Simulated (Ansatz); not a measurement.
BaGa₂H₂: relaxation (Ansatz)

The command:

```bash
ansatz run input.yaml --threads 2 --pin off --max-ram 2560MiB --backend cpu --events-out ev --progress --plain --runs-dir out
```

The input file (Ansatz 0.2.0, plane waves):

```yaml
crystal:
  lattice:
    - [4.53732386, 0.0, 0.0]
    - [-2.26866193, 3.92943508, 0.0]
    - [0.0, 0.0, 4.90853759]
  atoms:
    - { symbol: H, position: [0.3333, 0.6667, 0.1232] }
    - { symbol: H, position: [0.6667, 0.3333, 0.8768] }
    - { symbol: Ba, position: [0.0, 0.0, 0.0] }
    - { symbol: Ga, position: [0.3333, 0.6667, 0.468] }
    - { symbol: Ga, position: [0.6667, 0.3333, 0.532] }
  symmetry: { tolerance: 0.0003 }
kpoints:
  mp_grid: { grid: [7, 7, 6], shift: [0, 0, 0] }
magnetization:
  spin_polarized: false
scf:
  occupations: { method: fermi_dirac }
  lower_state_search: "off"
hamiltonian:
  pseudopotentials: { kind: paw }
  xc: r2scan
basis:
  ecutwfc: 500
  fft_grid_basis: typed
relax:
  max_steps: 40
  cell: { p_target: 0.0 }
output:
  forces: true
  stress: true
  eigenvalues: true
  bader: true
  populations: true
  elf: true
  write_potential: true
  volumetric_format: npy
  dos:
    e_range: [-12, 8]
    de: 0.05
    projected: { site_lists: { Ba: [Ba], Ga: [Ga], H: [H] } }
  write_density: true
checkpoint:
  read: saved_state
```

Origin of the cell: a database entry, scaled a little.

The smearing width isn't typed, so it takes its default of 0.1 eV.

The saved state is a converged single point of the same cell.

Steps («new basis» is an SCF on plane waves selected anew at the same cell):

```csv
step,ΔF (meV/atom),max force component (eV/Å),P (GPa),volume (Å³),SCF iterations,step was
1,0.0,0.159,-0.45,87.51,6,accepted
2,-1.1,0.056,-0.22,87.85,7,accepted
3,-1.2,0.035,0.09,87.29,6,accepted
4,-1.3,0.003,0.02,87.41,6,accepted
5,-1.2,0.003,0.02,87.41,6,new basis
```

Step 1, with forces in eV/Å:

```xyz
5
Lattice="4.537 0.000 0.000 -2.269 3.929 0.000 0.000 0.000 4.909" Properties=species:S:1:pos:R:3:forces:R:3 pbc="T T T" step=1
H     0.000    2.620    0.605    0.000    0.000    0.159
H     2.269    1.310    4.304    0.000    0.000   -0.159
Ba    0.000    0.000    0.000    0.000    0.000    0.000
Ga    0.000    2.620    2.297    0.000    0.000   -0.130
Ga    2.269    1.310    2.611    0.000    0.000    0.130
```

Step 2, with forces in eV/Å:

```xyz
5
Lattice="4.516 0.000 0.000 -2.258 3.911 0.000 0.000 0.000 4.975" Properties=species:S:1:pos:R:3:forces:R:3 pbc="T T T" step=2
H     0.000    2.607    0.656    0.000    0.000    0.017
H     2.258    1.304    4.318    0.000    0.000   -0.017
Ba    0.000    0.000    0.000    0.000    0.000    0.000
Ga    0.000    2.607    2.333    0.000    0.000   -0.056
Ga    2.258    1.304    2.642    0.000    0.000    0.056
```

Step 3, with forces in eV/Å:

```xyz
5
Lattice="4.507 0.000 0.000 -2.253 3.903 0.000 0.000 0.000 4.963" Properties=species:S:1:pos:R:3:forces:R:3 pbc="T T T" step=3
H     0.000    2.602    0.644    0.000    0.000    0.015
H     2.253    1.301    4.319    0.000    0.000   -0.015
Ba    0.000    0.000    0.000    0.000    0.000    0.000
Ga    0.000    2.602    2.316    0.000    0.000    0.035
Ga    2.253    1.301    2.647    0.000    0.000   -0.035
```

Step 5, with forces in eV/Å:

```xyz
5
Lattice="4.512 0.000 0.000 -2.256 3.908 0.000 0.000 0.000 4.957" Properties=species:S:1:pos:R:3:forces:R:3 pbc="T T T" step=5
H     0.000    2.605    0.648    0.000    0.000    0.000
H     2.256    1.303    4.310    0.000    0.000    0.000
Ba    0.000    0.000    0.000    0.000    0.000    0.000
Ga    0.000    2.605    2.320    0.000    0.000   -0.003
Ga    2.256    1.303    2.638    0.000    0.000    0.003
```

* Free energy lowered by: 1.2 meV/atom
* Volume change: -0.12 %
* Final pressure: 0.02 GPa
* Relaxation steps listed: 5
* Formation energy (elements under the same functional, gases as molecules, uncorrected): -0.554 eV/atom
* Gap on the mesh: none (metal)

Caveats: the relaxation held the start's symmetry, so the end may be a saddle point.

Time: 57 s on 2 threads of Arm Neoverse V2, with other jobs on the host, peak memory 0.67 GiB, from a saved density.
